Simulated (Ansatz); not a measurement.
**Al6Ru: do energies and stresses tell the same story?**

The calculation used DFT r2SCAN, scalar-relativistic, plane waves, PAW in Ansatz.

Plane waves to 500 eV, a k mesh through Γ of 8×8×4 on the computed 14-atom cell and Gaussian smearing (0.10 eV); no spin polarisation.

Relaxed cell: Cmcm, a = 7.461 Å, b = 6.522 Å, c = 8.929 Å, α = 90.00°, β = 90.00°, γ = 90.00°, 14 atoms in the primitive cell. Whether it is the stable form of this composition wasn't checked.

Energies at zero smearing and pressures from the stress tensor, at volumes with shape and atoms relaxed:
```json
{"V (Å³/atom)": "13.653", "E − E(first) (meV/atom)": "0.00", "P (GPa)": "20.36"}
{"V (Å³/atom)": "14.119", "E − E(first) (meV/atom)": "-49.67", "P (GPa)": "14.03"}
{"V (Å³/atom)": "14.584", "E − E(first) (meV/atom)": "-82.32", "P (GPa)": "8.60"}
{"V (Å³/atom)": "15.050", "E − E(first) (meV/atom)": "-100.39", "P (GPa)": "3.97"}
{"V (Å³/atom)": "15.515", "E − E(first) (meV/atom)": "-105.99", "P (GPa)": "0.00"}
{"V (Å³/atom)": "15.981", "E − E(first) (meV/atom)": "-100.94", "P (GPa)": "-3.39"}
{"V (Å³/atom)": "16.446", "E − E(first) (meV/atom)": "-86.79", "P (GPa)": "-6.28"}
{"V (Å³/atom)": "17.067", "E − E(first) (meV/atom)": "-56.10", "P (GPa)": "-9.46"}
```

Check P = −dE/dV between neighbouring volumes, and get the bulk modulus from the pressures alone.

With 1 eV/Å³ = 160.2 GPa:
```
middle V (Å³/atom)  −ΔE/ΔV (GPa) mean P (GPa)
            13.886        17.097        17.191
            14.351        11.237        11.315
            14.817         6.221         6.285
            15.282         1.929         1.981
            15.748        -1.741        -1.699
            16.213        -4.870        -4.836
            16.756        -7.922        -7.866
```

The two differ by 0.09 GPa at most. The mean of two end pressures misses the average over a step by about ΔV² P″/12, up to 0.08 GPa here; with that taken off 0.01 GPa remains. Around V = 15.515 Å³/atom, the two neighbours give B = −V ΔP/ΔV = 15.515 × 7.36 / 0.931 = 122.7 GPa, against B0 = 121.7 GPa from the Birch–Murnaghan fit of the energies.

Cost: 9 runs of about 34 core-minutes in all, on Oxide Virtual Turin-like Processor (Zen 5) (shared hosts).